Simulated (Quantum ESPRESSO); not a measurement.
## Kohn-Sham bands of Te2Mo (P-6m2, isolated units)

```
CELL_PARAMETERS angstrom
      3.56023     0.00000     0.00000
     -1.78012     3.08325     0.00000
      0.00000     0.00000    17.52406
ATOMIC_POSITIONS crystal
  Te 0.33333 0.66667 0.89786
  Te 0.33333 0.66667 0.10214
  Mo 0.00000 0.00000 0.00000
```

Materials Project entry mp-1023935; symmetrised, unrelaxed at this level. Level: PBEsol, spinors with spin-orbit coupling; pw.x of Quantum ESPRESSO at 64 Ry with PseudoDojo potentials, 4×4×4 k-points, Wannier90. Density: 12×12×1 mesh, cold smearing 0.01 Ry. The cell is built of weakly bound layers, chains or molecules, whose nearest atoms lie 13.94 Å apart, far more than in van der Waals crystals (3.2 to 4.2 Å): it describes nearly isolated units, such as a monolayer, not the bulk crystal.

Energies are relative to the valence-band maximum; weights are on the orthonormalised atomic waves of the pseudopotential files, averaged over the group. 46 electrons a cell are treated as valence.

```
bands  from (eV)  to (eV)  filling  weight on atomic waves
-----  ---------  -------  -------  ----------------------
1–2       -60.68   -60.67   filled                       …
3–10      -37.35   -37.29   filled                       …
11–12     -36.59   -36.52   filled                       …
13–24     -35.89   -35.78   filled                       …
25–28     -34.06   -33.94   filled                       …
29–32     -12.67   -10.20   filled                       …
33–46      -5.49     0.00   filled                       …
```

Q: Which atomic shells make up each group?

A: 
- 1–2, weight on atomic waves: Mo 4s 97 %
- 3–10, weight on atomic waves: Te 4d 100 %
- 11–12, weight on atomic waves: Mo 4p 93 %, Te 4d 6 %
- 13–24, weight on atomic waves: Te 4d 99 %
- 25–28, weight on atomic waves: Mo 4p 98 %
- 29–32, weight on atomic waves: Te 5s 80 %, Mo 4d 8 %, Mo 5s 8 %
- 33–46, weight on atomic waves: Te 5p 56 %, Mo 4d 37 %

The Kohn-Sham gap over both meshes and the path is 0.91 eV.
